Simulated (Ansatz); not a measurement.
LiNbO3:
```cif
data_Li6Nb6O18
_chemical_formula_sum 'Li6 Nb6 O18'
_space_group_name_H-M_alt 'R-3 :H'
_space_group_IT_number 148
_space_group_name_Hall '-R 3'
_cell_length_a 5.19517
_cell_length_b 5.19517
_cell_length_c 14.17960
_cell_angle_alpha 90.000
_cell_angle_beta 90.000
_cell_angle_gamma 120.000
loop_
_atom_site_label
_atom_site_type_symbol
_atom_site_symmetry_multiplicity
_atom_site_Wyckoff_symbol
_atom_site_fract_x
_atom_site_fract_y
_atom_site_fract_z
_atom_site_occupancy
Li1 Li 6 c 0.00000 0.00000 0.35676 1
Nb1 Nb 6 c 0.00000 0.00000 0.14441 1
O1 O 18 f 0.35012 0.04567 0.08876 1
```
(The calculation used a cell of 10 atoms; values per cell refer to that cell.)

Relaxed at zero pressure with plane-wave PAW PBEsol (Ansatz code).

**Question.** The volume is lowered by 6 % and shape and atoms relax at that volume. What pressure results, and how do the axes share the change?

**Answer.** 5.8 GPa; a -1.3 %, b -1.3 %, c -3.5 %; the energy rises by 11 meV/atom.

**Question.** Give the new structure.

**Answer.** 
Space group R-3, hexagonal axes (No. 148); a = b = 5.1262 Å, c = 13.6901 Å, α = β = 90.00°, γ = 120.00°

```tsv
atom	site	symmetry	x	y	z
Li	6c	3.	0.0000	0.0000	0.3573
Nb	6c	3.	0.0000	0.0000	0.1430
O	18f	1	0.3530	0.0414	0.0868
```

The phase is kept; no other phase was compared at this pressure.

The first step of the workflow began from a Materials Project structure, measured or hypothetical; the Crystallography Open Database files this formula in space group No. 148, but the cells were not matched. It is not the phase usual at ambient conditions (space group No. 161). Symmetry was held in the PBEsol relaxation; whether a distortion lowers the energy is not shown. No spin polarisation was allowed.

Potentials: the earlier of the program's two PAW sets.
